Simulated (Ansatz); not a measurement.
A distorted cell of ZnS (zinc blende):

```xyz
2
Lattice="0.0000 2.6946 2.6946 2.6946 0.0000 2.6946 2.6946 2.6946 0.0000" Properties=species:S:1:pos:R:3 pbc="T T T"
S      4.0418     4.0418     4.0418
Zn    -0.1167    -0.1167     0.0000
```

All values below come from r2SCAN (plane waves to 500 eV, PAW, scalar-relativistic; Ansatz, a first-principles code). k mesh 9×9×9 (Γ-centred), Fermi-Dirac smearing 0.05 eV. Energies are smeared free energies. Compression counts positive. ZnS was relaxed with its symmetry unable to fall.

Predict the force on every atom, in eV/Å.


```csv
atom,Fx,Fy,Fz
S1,-0.721,-0.721,-0.331
Zn2,0.721,0.721,0.331
```

What is the stress tensor (GPa)?


```
    0.8      1.2      2.9
    1.2      0.8      2.9
    2.9      2.9      1.3
```
The pressure, a third of the trace, is 1.0 GPa.

In it atom 2 sits (-0.117, -0.117, 0.000) Å away from its relaxed site. What is its energy relative to the relaxed cell?

82 meV/cell.

(A displaced cell: forces are minus the slopes of the energy, force constants its curvatures, and phonons follow from these.)
